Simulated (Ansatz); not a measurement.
RbNb₆Se₈:
```xyz
15
Lattice="10.0487 0.0000 0.0000 -5.0243 8.7024 0.0000 0.0000 0.0000 3.4654" Properties=species:S:1:pos:R:3 pbc="T T T"
Rb     0.0000     0.0000     0.0000
Nb    -2.0371     5.3911     2.6041
Nb     7.0614     3.3113     0.8614
Nb     1.3740     4.2427     2.6041
Nb     3.6503     4.4597     0.8614
Nb     0.6631     7.7710     2.6041
Nb     4.3613     0.9314     0.8614
Se    -1.8829     8.1636     2.5867
Se     6.9072     0.5388     0.8787
Se    -1.1041     2.9900     2.5867
Se     6.1285     5.7124     0.8787
Se     2.9870     6.2512     2.5867
Se     2.0373     2.4512     0.8787
Se     5.0243     2.9008     2.5955
Se     0.0000     5.8016     0.8699
```

Relaxed with PBEsol. Special points in fractions of this cell's reciprocal vectors: Γ (0.000, 0.000, 0.000); M (0.500, 0.000, 0.000); K (0.333, 0.333, 0.000); A (0.000, 0.000, 0.500); L (0.500, 0.000, 0.500); H (0.333, 0.333, 0.500); H2 (0.333, 0.333, -0.500).

**Question.** List the band energies nearest the Fermi level at these points for PBEsol with spin–orbit coupling in the plane-wave PAW code Ansatz.

**Answer.** In eV from the Fermi level; about four levels below and three above (degenerate sets whole), none deeper than 8.9 eV; points with the same levels are listed once.

| k | below | above |
|---|---|---|
| Γ | -0.20 -0.20 -0.17 -0.17 | 0.91 0.91 0.92 0.92 |
| M | -0.24 -0.24 -0.02 -0.02 | 0.79 0.79 0.91 0.91 |
| K | -0.28 -0.28 -0.05 -0.05 | 0.82 0.82 0.85 0.85 |
| A | -0.90 -0.90 -0.89 -0.89 | 0.94 0.94 0.96 0.96 |
| L | -0.96 -0.96 -0.92 -0.92 | 0.87 0.87 0.99 0.99 |
| H | -0.94 -0.94 -0.93 -0.93 | 0.94 0.94 0.96 0.96 |

Space group P-3. The workflow started from a Materials Project entry (that database holds measured and hypothetical structures alike); the Crystallography Open Database copy checked does not list it. Whether it is the stable phase at ambient conditions was not checked. The PBEsol relaxation kept the symmetry of its start; whether a distortion lowers the energy is not shown. No spin polarisation was allowed. With an odd number of electrons in the cell and no spin polarisation, the count alone makes it a metal.

Potentials: the later of the program's two PAW sets.
